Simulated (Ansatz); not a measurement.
Relaxed HfN (rock salt):

```yaml
crystal:
  lattice:
    - [0.00000, 4.52548, 4.52548]
    - [2.26274, 0.00000, 2.26274]
    - [2.26274, 2.26274, 0.00000]
  atoms:
    - { symbol: N, position: [0.00000, 0.00000, 0.00000] }
    - { symbol: N, position: [0.50000, 0.00000, 0.00000] }
    - { symbol: Hf, position: [0.25000, 0.50000, 0.50000] }
    - { symbol: Hf, position: [0.75000, 0.50000, 0.50000] }
```

A phonon eigenvector at L = (0.5, 0.0, 0.0) is frozen into this cell: atom i moves by Q times the vector below, so Q is the largest atomic displacement, in Å. The cell is held. (q is in reciprocal vectors of the primitive cell; the cell shown is doubled to hold the pattern.)

```json
[
 {"atom": "N1", "x": "0.577", "y": "-0.577", "z": "-0.577"},
 {"atom": "N2", "x": "-0.577", "y": "0.577", "z": "0.577"}
]
```

Atoms not listed stay in place.

The numbers are results of r2SCAN (plane waves to 500 eV, PAW, scalar-relativistic; Ansatz, a quantum-chemistry and plane-wave program), not measurements. k mesh 9×18×18 (Γ-centred), Fermi-Dirac smearing 0.05 eV. The energy includes the smearing's −TS. With partly filled bands, energies and forces of such displacements shift with the k mesh and the smearing. HfN is run without spin polarisation. HfN was relaxed with its symmetry unable to fall. Spin-orbit coupling is left out, though Hf is heavy. ΔE is measured from the undisplaced structure.

The scan covers Q from -0.100 to 0.100 Å in 13 points.

Task: Which space group does the distorted structure have?

Result: R-3m (No. 166), lowered from Fm-3m.

Task: What is the energy change at Q = 0.100 Å?

Result: 123 meV/cell.

Task: What harmonic wavenumber does the curvature at Q = 0 give?

Result: 487 cm⁻¹.

(A displaced cell: forces are minus the slopes of the energy, force constants its curvatures, and phonons follow from these.)
